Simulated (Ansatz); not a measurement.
BH3 on the (001) surface of Ti, space group P6_3/mmc (No. 194) (top face towards +c; held atoms: 1, 2, 3, 4, 5, 6, 7, 8), one molecule per 28.9 Å². Starting structure (upright, lowest atom H over a hollow Ti-Ti-Ti site; the molecule's atoms stand last):

```
CELL_PARAMETERS angstrom
5.77293 0.00000 0.00000
-2.88646 4.99950 0.00000
0.00000 0.00000 26.61902
ATOMIC_POSITIONS crystal
Ti 0.33333 0.16667 0.30054
Ti 0.33333 0.66667 0.30054
Ti 0.83333 0.16667 0.30054
Ti 0.83333 0.66667 0.30054
Ti 0.16667 0.33333 0.38645
Ti 0.16667 0.83333 0.38645
Ti 0.66667 0.33333 0.38645
Ti 0.66667 0.83333 0.38645
Ti 0.33333 0.16667 0.47558
Ti 0.33333 0.66667 0.47558
Ti 0.83333 0.16667 0.47558
Ti 0.83333 0.66667 0.47558
Ti 0.16667 0.33333 0.55728
Ti 0.16667 0.83333 0.55728
Ti 0.66667 0.33333 0.55728
Ti 0.66667 0.83333 0.55728
B 0.00555 0.96731 0.66742
H 0.00000 0.00000 0.62340
H 0.79884 0.87582 0.68944
H 0.20116 0.12418 0.68944
```

Computed with DFT PBE+D3(BJ), scalar-relativistic, plane waves, PAW (Ansatz). Cutoff 420 eV; k points 4×4×1 on the computed 20-atom cell (Γ-centred); Gaussian smearing, width 0.10 eV; no spin polarisation. A dipole correction removes the field between periodic images along c.

E_ads is per molecule, from the clean relaxed slab and the free relaxed molecule; negative means bound; no zero-point or thermal terms, forces under 0.04 eV/Å, and the free molecule is spin-polarised where open-shell. Heights count from the highest slab atom.

Task: What does it relax to?

Result: E_ads = -3.19 eV; the molecule stays whole. Final structure after 17 steps:

```
Ti B H
1.0
     5.77293    0.00000    0.00000
    -2.88646    4.99950    0.00000
     0.00000    0.00000   26.61902
Ti B H
16 1 3
Cartesian
  1.4432 0.8333 8.0000
  0.0000 3.3330 8.0000
  4.3297 0.8333 8.0000
  2.8865 3.3330 8.0000
  0.0000 1.6665 10.2870
  -1.4432 4.1663 10.2870
  2.8865 1.6665 10.2870
  1.4432 4.1663 10.2870
  1.4496 0.8525 12.6590
  0.0253 3.3116 12.6291
  4.3421 0.8205 12.6721
  2.8762 3.3178 12.6625
  -0.0634 1.6921 14.9191
  -1.4316 4.1614 14.7517
  2.9209 1.6389 14.8811
  1.3745 4.1639 14.9695
  -1.2182 0.5879 16.5901
  -0.0814 0.0416 16.0945
  -1.7756 -0.4483 16.9817
  -0.8636 1.3881 17.4259
```

Each end is the local minimum that its start leads to.